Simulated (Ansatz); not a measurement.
## Relaxing tantalum (hcp)

These are results of DFT, BLYP, plane waves (420 eV) with PAW, scalar-relativistic in Ansatz 0.2.0, not measurements. (PAW data from PBE, frozen cores regenerated.)

k-point mesh 12×12×7, Fermi-Dirac smearing 0.1 eV, no spin polarisation. Cell and atoms relax.

Starting structure:

```yaml
crystal:
  lattice:
    - [2.9451288715, 0.0, 0.0]
    - [-1.4725644358, 2.5505564202, 0.0]
    - [0.0, 0.0, 4.8093954472]
  atoms:
    - { symbol: Ta, position: [0.3333333333, 0.6666666667, 0.25] }
    - { symbol: Ta, position: [0.6666666667, 0.3333333333, 0.75] }
hamiltonian:
  xc: blyp
  pseudopotentials:
    kind: paw
    azcp:
      Ta: "pseudopotentials/Ta.paw.azcp"
basis:
  ecutwfc: 420
  fft_grid_basis: typed
kpoints:
  mp_grid: { grid: [12, 12, 7], shift: [0, 0, 0] }
magnetization:
  spin_polarized: false
scf:
  occupations: { method: fermi_dirac, width: 0.1 }
relax:
  max_steps: 60
  f_tol: 0.01
  cell: {}
```

**Question.** What cell does the relaxation end in?

**Answer.** P6_3/mmc with a = 2.918 Å, c = 5.252 Å (c/a = 1.800); 19.36 Å³ per atom against 18.06 at the start (7.2 %).

**Question.** How much energy does the relaxation gain?

**Answer.** 103.1 meV per atom.
